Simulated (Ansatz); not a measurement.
Problem. Each is relaxed and computed with the program Ansatz at the r²SCAN level (PAW). Which is the only metal?
A) As2Ru, Pnnm (As on 4g, Ru on 2a)
B) Cu2SiTe3, Cc (Pearson symbol mS24)
C) LaSi2Ru2, I4/mmm (La on 2a, Si on 4e, Ru on 4d)
D) La2O3, La2O3 or Ni2Al3 type

Solution. C, LaSi2Ru2, I4/mmm (La on 2a, Si on 4e, Ru on 4d). LaSi2Ru2: metal; Cu2SiTe3: gap 0.40 eV (indirect); La2O3: gap 4.23 eV (indirect); As2Ru: gap 0.57 eV (indirect). Standing as an ambient phase not checked: LaSi2Ru2, I4/mmm (La on 2a, Si on 4e, Ru on 4d); Cu2SiTe3, Cc (Pearson symbol mS24); As2Ru, Pnnm (As on 4g, Ru on 2a). Perhaps ordered models of mixed-site phases: Cu2SiTe3, Cc (Pearson symbol mS24). All cells were relaxed under the symmetry of their starts (and spin orders); stability against distortions was not tested throughout. Rows with no word on spin ran without spin polarisation. Scalar-relativistic: spin–orbit coupling is off unless named, which matters more the heavier the elements.

Potentials: the earlier of the program's two PAW sets.
